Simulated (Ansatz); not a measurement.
Space group Pm-3m (No. 221). a = 4.178 Å, b = 4.178 Å, c = 4.178 Å, α = 90.00°, β = 90.00°, γ = 90.00°
| atom | site | symmetry | x | y | z |
| --- | --- | --- | --- | --- | --- |
| Rb | 1a | m-3m | 0.0000 | 0.0000 | 0.0000 |
| V | 1b | m-3m | 0.5000 | 0.5000 | 0.5000 |
| F | 3c | 4/mm.m | 0.5000 | 0.5000 | 0.0000 |

Equation of state of this RbVF3 structure (not necessarily the ground state), with shape and atoms relaxed at each volume where symmetry leaves them free. Level of theory: DFT r2SCAN, scalar-relativistic, plane waves, PAW (Ansatz 0.2.0).

Settings: cutoff 500 eV, Γ-centred mesh 8×8×8 on the computed 5-atom cell, Gaussian smearing of 0.02 eV; collinear spin.

| V (Å³/atom) | E − E(largest V) (meV/atom) | P (GPa) | gap on mesh (eV) |
| --- | --- | --- | --- |
| 13.710 | 2.97 | 5.60 | 2.06 |
| 14.148 | -8.06 | 2.56 | 2.06 |
| 14.585 | -11.45 | 0.00 | 2.06 |
| 15.023 | -8.44 | -2.15 | 2.06 |
| 15.460 | 0.00 | -3.97 | 2.04 |

Fit a third-order Birch–Murnaghan equation to E(V).

V0 = 14.59 Å³/atom, B0 = 78 GPa, B0' = 4.7.

The state reached may not be the lowest one. The cell holds one magnetic atom, so it can only be ferromagnetic; an antiferromagnetic order may lie lower.

Symmetry holds off the tilts and polar distortions that many cubic perovskites undergo.

Cost: 5 runs of about 3.1 core-minutes in all, on Arm Neoverse V2 (shared hosts).